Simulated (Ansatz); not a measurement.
**LiVO$_{2}$: computed property card**

LiVO₂:
```yaml
crystal:
  lattice:
    - [1.45885, 0.84227, 4.82722]
    - [-1.45885, 0.84227, 4.82722]
    - [0.00000, -1.68453, 4.82722]
  atoms:
    - { symbol: V, position: [0.50000, 0.50000, 0.50000] }
    - { symbol: O, position: [0.24362, 0.24362, 0.24362] }
    - { symbol: O, position: [0.75638, 0.75638, 0.75638] }
    - { symbol: Li, position: [0.00000, 0.00000, 0.00000] }
```
The run is spin-polarised; directions of the spins, atom by atom: ↑ 0 0 0.

Space group R-3m (No. 166); conventional cell a = 2.9177 Å, b = 2.9177 Å, c = 14.4816 Å, α = 90.00°, β = 90.00°, γ = 120.00°.

Method: r²SCAN in the plane-wave PAW code Ansatz. The cell and atoms are relaxed at this level. Other levels are named where they apply.

### Cell and energy

```json
{
  "volume_per_atom": "8.90 Å³",
  "density": "4.19 g/cm³",
  "Formation energy from the elements (no fitted shifts)": "-2.51 eV/atom"
}
```

### Electronic structure

```json
{
  "band_gap": "0.12 eV (indirect)",
  "valence_band_maximum": "off the standard path, at k = (-0.010, 0.490, 0.490) in fractions of the reciprocal vectors",
  "conduction_band_minimum": "off the standard path, at k = (-0.060, 0.266, -0.393) in fractions of the reciprocal vectors",
  "smallest_direct_gap_on_the_standard_path": "0.23 eV"
}
```

### Magnetism

```json
{
  "magnetic_order": "ferromagnetic",
  "net_moment": "0.50 μB per atom"
}
```

### Mechanics

```json
{
 "Bulk modulus (Birch–Murnaghan fit)": "134 GPa",
 "Pressure derivative B′": "4.5"
}
```

### Charges

```json
{
  "bader_charges": "V +1.86, O -1.38, Li +0.90 e"
}
```

The workflow started from an entry of the Crystallography Open Database (COD). Its standing as an ambient phase is unchecked. The r²SCAN relaxation kept the symmetry of its start; its stability against distortions is not shown here. Spin order of the final state: ferromagnetic, the only order run, not a proven ground state. The cell computed holds one magnetic atom, so no antiferromagnetic order was within reach. Other orbital occupations within this spin state were not tried. No Hubbard U is applied. The references are the lowest solids computed at this level, not always the standard phases (solids in place of the gases).

Potentials: the later of the program's two PAW sets.
